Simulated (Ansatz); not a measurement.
MgS (rock salt)

```xyz
2
Lattice="0.0000 2.6015 2.6015 2.6015 0.0000 2.6015 2.6015 2.6015 0.0000" Properties=species:S:1:pos:R:3 pbc="T T T"
S      0.0000     0.0000     0.0000
Mg     2.6015     2.6015     2.6015
```

In this cell atom 2 (Mg, nearest neighbour S at 2.602 Å; its periodic images, 3.7 Å or more away, move with it) is moved by s along Cartesian z, unit vector (0.000, 0.000, 1.000); all other atoms and the cell stay fixed.

All values below come from r2SCAN (plane waves to 500 eV, PAW, scalar-relativistic; Ansatz, an electronic-structure program). k mesh 9×9×9 (Γ-centred), Fermi-Dirac smearing 0.05 eV. E stands for the smeared free energy. Left out: 2 of 11 points, with atoms too close for the PAW data. MgS was relaxed with its symmetry unable to fall. ΔE is measured from the undisplaced structure.

```csv
s (Å),ΔE (meV/cell)
-0.624,1289
-0.468,withheld
-0.312,181
-0.156,37
0.000,0
0.156,37
0.312,181
0.468,withheld
0.624,1289
```

Q: Fit an even polynomial form (powers 2, 4) to the given rows and predict ΔE at s = -0.468.

A: Least squares on the 7 given rows: ΔE = (1378)·s² + (4963)·s⁴, in meV/cell with s in Å; root-mean-square residual 0.3 meV/cell. At -0.468 the fit gives 540 meV/cell; the calculation gives 533 meV/cell, so the interpolation is off by 7 (+1.3 %). The quadratic term alone would give 302 meV/cell.

(For displaced atoms, the force is minus the slope of the energy, and its curvature is a force constant, which sets phonon frequencies.)
